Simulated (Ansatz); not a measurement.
A structure of PbSe relaxed with PBEsol (plane waves to 420 eV, PAW, scalar-relativistic; Ansatz, a quantum-chemistry and plane-wave program); single points at other levels follow on the same geometry (Ansatz, PAW; PBEsol+SOC at 420 eV on a 9×9×9 k-mesh; spin-orbit coupling only where +SOC is written). Space group Fm-3m (No. 225).

```cif
data_Pb4Se4
_chemical_formula_sum 'Pb4 Se4'
_space_group_name_H-M_alt 'Fm-3m'
_space_group_IT_number 225
_space_group_name_Hall '-F 4 2 3'
_cell_length_a 6.10161
_cell_length_b 6.10161
_cell_length_c 6.10161
_cell_angle_alpha 90.000
_cell_angle_beta 90.000
_cell_angle_gamma 90.000
loop_
_atom_site_label
_atom_site_type_symbol
_atom_site_symmetry_multiplicity
_atom_site_Wyckoff_symbol
_atom_site_fract_x
_atom_site_fract_y
_atom_site_fract_z
_atom_site_occupancy
Pb1 Pb 4 a 0.00000 0.00000 0.00000 1
Se1 Se 4 b 0.50000 0.50000 0.50000 1
```
(The calculation used a cell of 2 atoms; values per cell refer to that cell.)

| level | gap (eV) | kind | conduction minimum |
|---|---|---|---|
| PBEsol | 0.17 | direct | L |
| PBEsol+SOC | (withheld) | (withheld) | (withheld) |

**Question.** Fill in the missing entries.

**Answer.** 
- PBEsol+SOC, gap (eV): 0.31
- PBEsol+SOC, kind: direct
- PBEsol+SOC, conduction minimum: L

The shift from spin-orbit coupling is approximate. No spin polarisation in the result.

The run could not lose the symmetry of its start; a randomly shaken copy of 4 atoms returns to this structure.
